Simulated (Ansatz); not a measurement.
The relaxed structure here is a generated cell of TiSi2: the first start was made by placing the elements on the sites of a structure type, and the end was not matched to a known phase here, so it may be hypothetical. Known forms of TiSi2 include space group No. 63, 70.

One starting cell of TiSi₂ (a generated trial cell of TiSi2 in the AFLOW prototype A2B_oP12_62_2c_c (C23, as in PbCl2)) was relaxed twice with Ansatz (plane waves, PAW, scalar-relativistic): with r2SCAN at 500 eV and with PBE at 420 eV. The r2SCAN result:

```xyz
12
Lattice="5.7760 0.0000 0.0000 0.0000 3.5254 0.0000 0.0000 0.0000 8.5101" Properties=species:S:1:pos:R:3 pbc="T T T"
Ti     3.8602     0.8813     5.3111
Ti     0.9722     0.8813     7.4540
Ti     1.9158     2.6440     3.1990
Ti     4.8038     2.6440     1.0560
Si     3.6361     0.8813     7.9633
Si     0.7481     0.8813     4.8018
Si     2.1399     2.6440     0.5468
Si     5.0279     2.6440     3.7082
Si     3.7554     0.8813     2.6494
Si     0.8674     0.8813     1.6057
Si     2.0206     2.6440     5.8607
Si     4.9086     2.6440     6.9044
```

```csv
quantity,r2SCAN,PBE
space group,Pnma,Pnma
volume (Å³/atom),14.44,___
a (Å),5.776,___
b (Å),3.525,___
c (Å),8.510,___
"gap (eV, no spin-orbit coupling)",0.00,___
```

Q: What does PBE give for the same quantities?

A: 
- volume (Å³/atom), PBE: 14.60
- a (Å), PBE: 5.797
- b (Å), PBE: 3.539
- c (Å), PBE: 8.541
- gap (eV, no spin-orbit coupling), PBE: 0.00

Both levels end in the same structure; PBE's volume is 1.1 % larger. Neither column is exact.

No spin polarisation in the result.

The run could not lose the symmetry of its start: the end is stationary, and may be a saddle point rather than a minimum.

Ansatz is a first-principles code.
